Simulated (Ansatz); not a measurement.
With the program Ansatz at the PBEsol level (PAW), AlCo in the orthorhombic phase (Cmcm; Al on 4c, Co on 4c) relaxes to a = 2.665 Å, b = 9.204 Å, c = 3.921 Å. Against the elements it lies at -0.28 eV/atom, with no fitted shifts.

Electronic character: metallic (no gap). The magnetic state found is ferromagnetic. The net moment is 0.19 μB per atom.

The start of the workflow was typed in or built on a structure type; neither database checked (COD, Materials Project) lists it. Whether it is the stable phase at ambient conditions was not checked. Symmetry was held in the PBEsol relaxation; its stability against distortions is not shown here. Spin order of the final state: ferromagnetic, the only order run, not a proven ground state. Axis ratios of metals converge slowly with the k-mesh, so a and c are less sure than the volume. The references are the lowest solids computed at this level, not always the standard phases.

Potentials: the earlier of the program's two PAW sets. The files were generated under PBE; for other functionals the program regenerates the frozen cores, and for LDA and PBEsol the local potential too.
